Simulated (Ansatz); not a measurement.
The relaxed structure here is a generated cell of Ir: the first start was made by placing the elements on the sites of a structure type, and the end was not matched to a known phase here, so it may be hypothetical. Known forms of Ir include space group No. 225.

One starting cell of Ir (a generated trial cell of Ir in the beta-Sn structure type) was relaxed twice with Ansatz (plane waves, PAW, scalar-relativistic): with PBEsol at 420 eV and with PBE at 420 eV. The PBEsol result:

```
Ir
1.0
   -2.40190     2.40190     1.35871
    2.40190    -2.40190     1.35871
    2.40190     2.40190    -1.35871
Ir
2
Direct
  0.75000   0.25000   0.50000
  0.00000   0.00000   0.00000
```

```json
[
 {"quantity": "space group", "PBEsol": "I4₁/amd", "PBE": "I4₁/amd"},
 {"quantity": "volume (Å³/atom)", "PBEsol": "15.68", "PBE": "16.22"},
 {"quantity": "a (Å)", "PBEsol": "4.804", "PBE": "4.854"},
 {"quantity": "c (Å)", "PBEsol": "2.717", "PBE": "2.753"},
 {"quantity": "gap (eV, no spin-orbit coupling)", "PBEsol": "0.00", "PBE": "0.00"}
]
```

Both levels end in the same structure; PBE's volume is 3.4 % larger. Neither column is exact.

No spin polarisation in the result.

The run could not lower the symmetry of its start; a shaken copy of this end point relaxes with PBEsol to Fm-3m (No. 225), 0.75 eV/atom lower.

Ansatz is an electronic-structure program.
